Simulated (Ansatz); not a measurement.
Here is the system:

Starting cell, MgO (rock salt):

```
MgO
1.0
    0.00000     2.12687     2.12687
    2.12687     0.00000     2.12687
    2.12687     2.12687     0.00000
O Mg
1 1
Direct
  0.00000   0.00000   0.00000
  0.50000   0.50000   0.50000
```

In this cell atom 1 (O, nearest neighbour Mg at 2.127 Å; its periodic images, 3.0 Å or more away, move with it) is moved by s along Cartesian [110], unit vector (0.707, 0.707, 0.000); all other atoms and the cell stay fixed.

Level of theory: PBE (plane waves to 420 eV, PAW, scalar-relativistic; Ansatz, a first-principles code). k mesh 11×11×11 (Γ-centred), Fermi-Dirac smearing 0.05 eV. E stands for the smeared free energy. MgO was relaxed with its symmetry unable to fall. The zero of ΔE is the undisplaced structure.

The scan covers s from -0.430 to 0.430 Å in 11 points.

Q: Is this a single well or a double well?

A: A single well with its minimum at or next to zero displacement.

Q: Is the energy the same for equal positive and negative displacements?

A: Even: the same for both signs. With its periodic images moving along, the atom's site symmetry in this cell is m-3m.

Q: What force acts on the atom along the line at s = -0.430 Å?

A: 2.55 eV/Å.

Q: What is the force constant k = d²E/ds² of this move at s = 0?

A: 4.72 eV/Å².

Q: With two atoms in the cell this is the zone-centre optical mode. What wavenumber follows (transverse: no LO-TO term)?

A: 365 cm⁻¹.

(For displaced atoms, the force is minus the slope of the energy, and its curvature is a force constant, which sets phonon frequencies.)
